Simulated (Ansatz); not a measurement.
Notes on LaB3Ir

```yaml
crystal:
  lattice:
    - [0.00000, 3.83289, 0.00000]
    - [3.83289, 0.00000, 0.00000]
    - [1.91644, 1.91644, -4.40361]
  atoms:
    - { symbol: La, position: [0.00000, 0.00000, 0.00000] }
    - { symbol: B, position: [0.76150, 0.26150, 0.47700] }
    - { symbol: B, position: [0.26150, 0.76150, 0.47700] }
    - { symbol: Ir, position: [0.65530, 0.65530, 0.68940] }
    - { symbol: B, position: [0.41120, 0.41120, 0.17760] }
```

Level: PBE, no spin polarisation; 420 eV; 10×10×10 Γ-centred mesh; fermi-dirac occupations (width 0.0804 eV); Ansatz 0.2.0, fixed geometry.

**Question.** Which element gives electrons and which takes them?

**Answer.** Bader charges in e: La +1.48, B -0.40 to -0.08, Ir -0.92. In the mean La gives up most and Ir takes most.

**Question.** Is there a gap?

**Answer.** It is a metal, with about 3 states/eV a cell as the mean within 0.25 eV of the Fermi level, mostly B p (44 %), La d (22 %) and Ir d (19 %).

**Question.** Where is the largest force?

**Answer.** The largest is on B5: 1.24 eV/Å, components (0.00, 0.00, -1.24). It makes 180° with the line to a nearest neighbour, Ir4 at 2.15 Å, pointing away from it.

**Question.** Is the cell too large or too small?

**Answer.** The pressure is 8.3 GPa (compression positive), so with the atoms held at these fractions the cell would first expand; the forces are large, so a full relaxation may end otherwise. The principal stresses 7.3, 8.8, 8.8 GPa differ, so its shape would change too.

Origin: a known structure type with other elements, at an estimated volume, so it need not be a known compound. Caveats: many states at the Fermi level without spin polarisation, so a magnetic state may lie lower; f levels without a U or exact exchange are poorly placed.
